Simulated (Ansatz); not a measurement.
TiSi2:
```cif
data_Si4Ti2
_chemical_formula_sum 'Si4 Ti2'
_space_group_name_H-M_alt 'P 1'
_space_group_IT_number 1
_cell_length_a 6.85250
_cell_length_b 6.85250
_cell_length_c 3.53191
_cell_angle_alpha 90.000
_cell_angle_beta 90.000
_cell_angle_gamma 150.527
loop_
_space_group_symop_operation_xyz
  'x, y, z'
loop_
_atom_site_label
_atom_site_type_symbol
_atom_site_fract_x
_atom_site_fract_y
_atom_site_fract_z
_atom_site_occupancy
Si1 Si 0.94011 0.05989 0.75000 1
Si2 Si 0.05989 0.94011 0.25000 1
Si3 Si 0.25041 0.74959 0.75000 1
Si4 Si 0.74959 0.25041 0.25000 1
Ti1 Ti 0.60247 0.39753 0.75000 1
Ti2 Ti 0.39753 0.60247 0.25000 1
```

This is the LDA-relaxed structure.

Task: All from plane-wave PAW LDA (Ansatz code), unless another level is named. Estimate the highest zone-centre frequency.

Result: 472 cm⁻¹.

Task: Give the bulk modulus (Birch–Murnaghan fit).

Result: 143 GPa.

Space group Cmcm. Symmetry was held in the LDA relaxation; of distortions, only those at the zone centre were tested. The run is not spin-polarised. As this level gives no gap, phonon frequencies hold no LO–TO term and depend on the k-mesh and smearing (Fermi–Dirac, 0.1 eV here).

Potentials: the later of the program's two PAW sets.
